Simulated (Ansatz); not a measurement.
Input and output of a relaxation of cell and atoms on In4SbAs3, ordered on the wurtzite lattice (Pm) with 8 atoms a cell (Ansatz 0.2.0, PBE). The start is a rough guess from atomic radii.

input.yaml:
```yaml
crystal:
  lattice:
    - [7.0051626673, 0.0, 0.0]
    - [0.0, 4.2897505617, 0.0]
    - [0.0, 0.0, 7.4300659247]
  atoms:
    - { symbol: As, position: [0.0, 0.0, 0.3333333333] }
    - { symbol: As, position: [0.0, 0.5, 0.8333333333] }
    - { symbol: As, position: [0.5, 0.5, 0.1666666667] }
    - { symbol: Sb, position: [0.5, 0.0, 0.6666666667] }
    - { symbol: In, position: [0.375, 0.0, 0.3333333333] }
    - { symbol: In, position: [0.375, 0.5, 0.8333333333] }
    - { symbol: In, position: [0.875, 0.5, 0.1666666667] }
    - { symbol: In, position: [0.875, 0.0, 0.6666666667] }
kpoints:
  mp_grid: { grid: [4, 6, 4] }
hamiltonian:
  xc: pbe
scf:
  occupations: { method: fermi_dirac, width: 0.02 }
relax:
  f_tol: 0.005
  cell: {}
```

Command: `ansatz run input.yaml --threads 4 --pin off --max-ram 6451MiB --backend cpu --events-out ev --progress --plain --runs-dir out`. It took 100 s on 4 threads of Arm Neoverse V1 (shared host), load about 0.3 per core; peak host memory 0.95 GiB.

The output, standing remarks left out:
```
Functional definition: PBE
Crystal: 8 atoms, lattice volume = 223.276 Å³
Basis set: ecut = 420 eV, 4381 PW (Γ)
Bands: 68, of which v1, the nominal top of the filled ones, is band 56 counted from 1 (55 counted from 0)
Symmetry: 2 space group operations
Space group: Pm (ITA 6)
k-points: 40 of 96 (time reversal used)
relax step 1: F+E_penalty+E_count = -43445.03419749 eV  max|allowed force component| = 1.332e0 eV/Å  Δτ_max = 0.0000 Å  P = +7.119 GPa  Ω = 223.276 Å³
relax step 2: F+E_penalty+E_count = -43445.73552195 eV  max|allowed force component| = 4.410e-1 eV/Å  Δτ_max = 0.1910 Å  P = +0.104 GPa  Ω = 249.555 Å³
relax step 3: F+E_penalty+E_count = -43445.72802423 eV  max|allowed force component| = 4.514e-1 eV/Å  Δτ_max = 0.1550 Å  P = -0.435 GPa  Ω = 252.937 Å³  (rejected)
relax step 4: F+E_penalty+E_count = -43445.78387026 eV  max|allowed force component| = 4.286e-2 eV/Å  Δτ_max = 0.0754 Å  P = -0.075 GPa  Ω = 250.509 Å³
relax step 5: F+E_penalty+E_count = -43445.78438006 eV  max|allowed force component| = 1.407e-2 eV/Å  Δτ_max = 0.0069 Å  P = -0.015 GPa  Ω = 250.164 Å³
relax step 6: F+E_penalty+E_count = -43445.78445336 eV  max|allowed force component| = 2.930e-3 eV/Å  Δτ_max = 0.0026 Å  P = +0.001 GPa  Ω = 250.084 Å³
relax step 7: F+E_penalty+E_count = -43445.78972922 eV  max|allowed force component| = 2.908e-3 eV/Å  Δτ_max = 0.0000 Å  P = -0.006 GPa  Ω = 250.084 Å³  (SCF on a basis re-selected at this cell)
Free energy (F): -43445.789729 eV
Internal energy: -43445.789493 eV  (E = F + TS)
E sigma→0 (E₀):  -43445.789611 eV
Entropy (-TS):   -0.000236 eV (-0.030 meV/atom)
Fermi energy:    7.001210 eV
--- Forces (eV/Å), atoms counted from 1 ---
  atom   1  As      0.00163      0.00000      0.00017
  atom   2  As      0.00148      0.00000    -0.00031
  atom   3  As      0.00170      0.00000      0.00071
  atom   4  Sb      0.00025      0.00000    -0.00027
  atom   5  In    -0.00119      0.00000      0.00217
  atom   6  In    -0.00291      0.00000    -0.00158
  atom   7  In    -0.00187      0.00000    -0.00001
  atom   8  In      0.00091      0.00000    -0.00090
--- Stress (GPa, compression-positive) ---
        0.001491       0.000000      -0.000386
        0.000000      -0.004389       0.000000
       -0.000386       0.000000      -0.014229
  P = ⅓ Tr σ = -0.0057 GPa (-0.057 kbar)
--- Relaxed structure (6 steps of the walk, 5 accepted, 1 SCFs on fresh bases) ---
  F+E_penalty+E_count = -43445.78972922 eV   max|allowed force component| = 2.908e-3 eV/Å
  cell:  # Å, volume = 250.0842 Å³
    - [7.303215, 0.000000, 0.000475]
    - [0.000000, 4.445849, 0.000000]
    - [0.000504, 0.000000, 7.702247]
  atoms:
    - { symbol: As, position: [-0.002396, 0.000000, 0.328031] }
    - { symbol: As, position: [0.001388, 0.500000, 0.837517] }
    - { symbol: As, position: [0.499016, 0.500000, 0.169223] }
    - { symbol: Sb, position: [0.503284, 0.000000, 0.664928] }
    - { symbol: In, position: [0.366816, 0.000000, 0.320558] }
    - { symbol: In, position: [0.368020, 0.500000, 0.847795] }
    - { symbol: In, position: [0.870030, 0.500000, 0.166273] }
    - { symbol: In, position: [0.893841, 0.000000, 0.665675] }
```

In 6 steps the volume changed by +12.0 %; between the first SCF and the last, each on a basis chosen for its cell, the energy fell by 94.4 meV an atom. Final cell: the symmetry is Pm (No. 6, monoclinic); conventional cell a = 7.303 Å, b = 4.446 Å, c = 7.702 Å, β = 90.0°, 31.26 Å³ an atom. As has 4 In at 2.70–2.71 Å; As has 4 In at 2.68–2.71 Å; As has 4 In at 2.65–2.71 Å; Sb has 4 In at 2.81–2.85 Å; In has 3 As at 2.69–2.70 Å and 1 Sb at 2.83 Å; In has 2 As at 2.65–2.68 Å and 2 Sb at 2.81 Å; In has 4 As at 2.71 Å; In has 3 As at 2.70–2.71 Å and 1 Sb at 2.85 Å.

The cell comes from a prototype generator: it can be a known phase or a hypothetical one. Spin polarisation is off.
